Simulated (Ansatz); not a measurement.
Method: Ansatz 0.2.0, DFT PBE, scalar-relativistic, plane waves, PAW. Settings: cutoff 420 eV, Γ-centred meshes spaced at most about 0.3 Å⁻¹, and about 0.25 Å⁻¹ or finer for metals (2π included), Gaussian smearing. No spin polarisation in the final relaxations.

These are static total energies at zero pressure. All come from trial cells, and lower structures may exist.

Task: Order these relaxed structures of CoH₄ by energy, lowest first, with the energy over the lowest of them.
1.

```cif
data_structure
_symmetry_space_group_name_H-M 'P-1'
_symmetry_Int_Tables_number 2
_cell_length_a 2.5512
_cell_length_b 2.5512
_cell_length_c 10.7304
_cell_angle_alpha 91.721
_cell_angle_beta 91.789
_cell_angle_gamma 90.000
_cell_volume 69.77
loop_
_atom_site_label
_atom_site_type_symbol
_atom_site_symmetry_multiplicity
_atom_site_Wyckoff_symbol
_atom_site_fract_x
_atom_site_fract_y
_atom_site_fract_z
_atom_site_occupancy
Co1 Co 2 i 0.25016 0.23816 0.75017 1
H1 H 2 i 0.26253 0.75002 0.84415 1
H2 H 2 i 0.26218 0.77374 0.34381 1
H3 H 2 i 0.23750 0.74995 0.15585 1
H4 H 2 i 0.23779 0.72629 0.65619 1
```

2.

```cif
data_structure
_symmetry_space_group_name_H-M 'P6/mmm'
_symmetry_Int_Tables_number 191
_cell_length_a 2.6363
_cell_length_b 2.6363
_cell_length_c 5.2074
_cell_angle_alpha 90.000
_cell_angle_beta 90.000
_cell_angle_gamma 120.000
_cell_volume 31.34
loop_
_atom_site_label
_atom_site_type_symbol
_atom_site_symmetry_multiplicity
_atom_site_Wyckoff_symbol
_atom_site_fract_x
_atom_site_fract_y
_atom_site_fract_z
_atom_site_occupancy
Co1 Co 1 a 0.00000 0.00000 0.00000 1
H1 H 4 h 0.33333 0.66667 0.18586 1
```

3.

```cif
data_structure
_symmetry_space_group_name_H-M 'P-3m1'
_symmetry_Int_Tables_number 164
_cell_length_a 2.3768
_cell_length_b 2.3768
_cell_length_c 8.4472
_cell_angle_alpha 90.000
_cell_angle_beta 90.000
_cell_angle_gamma 120.000
_cell_volume 41.33
loop_
_atom_site_label
_atom_site_type_symbol
_atom_site_symmetry_multiplicity
_atom_site_Wyckoff_symbol
_atom_site_fract_x
_atom_site_fract_y
_atom_site_fract_z
_atom_site_occupancy
Co1 Co 1 a 0.00000 0.00000 0.00000 1
H1 H 2 d 0.33333 0.66667 0.88622 1
H2 H 2 d 0.33333 0.66667 0.50001 1
```

4.

```cif
data_structure
_symmetry_space_group_name_H-M 'P6/mmm'
_symmetry_Int_Tables_number 191
_cell_length_a 3.2951
_cell_length_b 3.2951
_cell_length_c 3.1236
_cell_angle_alpha 90.000
_cell_angle_beta 90.000
_cell_angle_gamma 120.000
_cell_volume 29.37
loop_
_atom_site_label
_atom_site_type_symbol
_atom_site_symmetry_multiplicity
_atom_site_Wyckoff_symbol
_atom_site_fract_x
_atom_site_fract_y
_atom_site_fract_z
_atom_site_occupancy
Co1 Co 1 a 0.00000 0.00000 0.00000 1
H1 H 3 f 0.50000 0.00000 0.00000 1
H2 H 1 b 0.00000 0.00000 0.50000 1
```

Result: 1 (0 meV/atom), 3 (213 meV/atom), 2 (255 meV/atom), 4 (270 meV/atom). Forms: 1 P-1; 3 P-3m1; 2 P6/mmm; 4 P6/mmm. Counting H atoms around Co (those within 1.25 times the shortest such distance or 1.15 times the sum of covalent radii): cell 1 has Co 8; cell 3 has Co 6; cell 2 has Co 12; cell 4 has Co 8. Even the lowest lies +0.16 eV/atom against the elements.

No dispersion correction is applied, so the spacing and binding between layers, chains or molecules are poorly described (P-1, P-3m1, P6/mmm at 6.3 Å³/atom), and this can change margins and order among such cells. With hydrogen, zero-point motion can shift such differences by 10 meV/atom or more. Trial moments died out on the coarse mesh in P-1, P-3m1 and P6/mmm; another magnetic start might hold. Cells relaxed within their symmetry can be saddle points. The P-1 cell of CoH4 came from shaking the P6/mmm one. Some structure types and database cells were kept out of the candidates from the start, so a known form may be missing.
